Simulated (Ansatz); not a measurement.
Ca3GeO (anti-perovskite), energy against volume

Ca3GeO (anti-perovskite)

```xyz
5
Lattice="4.6703 0.0000 0.0000 0.0000 4.6703 0.0000 0.0000 0.0000 4.6703" Properties=species:S:1:pos:R:3 pbc="T T T"
Ca     2.3351     2.3351     0.0000
Ca     0.0000     2.3351     2.3351
Ca     2.3351     0.0000     2.3351
Ge     0.0000     0.0000     0.0000
O      2.3351     2.3351     2.3351
```

Equation-of-state scan: isotropic scaling of the cell above, V₀ being its volume. Symmetry pins the atoms to their sites.

Level of theory: PBEsol (plane waves to 420 eV, PAW, scalar-relativistic; Ansatz, a program for electronic structure). k mesh 10×10×10 (Γ-centred), Fermi-Dirac smearing 0.05 eV. E stands for the smeared free energy. Stress and pressure are positive under compression. At this level the bands of Ca3GeO touch or barely overlap. Ca3GeO was relaxed with its symmetry unable to fall. The zero of ΔE is the relaxed starting cell.

```json
[
 {"V (Å³/cell)": "91.68", "ΔE (meV/atom)": "48", "P (GPa)": "8.3"},
 {"V (Å³/cell)": "93.72", "ΔE (meV/atom)": "30", "P (GPa)": "6.3"},
 {"V (Å³/cell)": "95.75", "ΔE (meV/atom)": "16", "P (GPa)": "4.5"},
 {"V (Å³/cell)": "97.79", "ΔE (meV/atom)": "7", "P (GPa)": "2.8"},
 {"V (Å³/cell)": "99.83", "ΔE (meV/atom)": "2", "P (GPa)": "1.3"},
 {"V (Å³/cell)": "101.87", "ΔE (meV/atom)": "0", "P (GPa)": "0.0"},
 {"V (Å³/cell)": "103.90", "ΔE (meV/atom)": "2", "P (GPa)": "-1.2"},
 {"V (Å³/cell)": "105.94", "ΔE (meV/atom)": "6", "P (GPa)": "-2.3"},
 {"V (Å³/cell)": "107.98", "ΔE (meV/atom)": "13", "P (GPa)": "-3.3"},
 {"V (Å³/cell)": "110.01", "ΔE (meV/atom)": "22", "P (GPa)": "-4.1"},
 {"V (Å³/cell)": "112.05", "ΔE (meV/atom)": "34", "P (GPa)": "-4.9"}
]
```

Summary:

```
Property                                                  Result
-------------------------------------------------  -------------
Pressure at the smallest volume                          8.3 GPa
Energy cost of the largest compression               48 meV/atom
Energy cost of the largest expansion                 34 meV/atom
Bulk modulus B₀ (third-order Birch-Murnaghan fit)       63.2 GPa
Pressure derivative B₀′ (fit)                                4.3
Equilibrium volume of the fit                      20.37 Å³/atom
Pressure for 5 % compression (fit)                       3.6 GPa
```

(Under strain, the slope of the energy per volume gives the stress and its curvature an elastic modulus.)
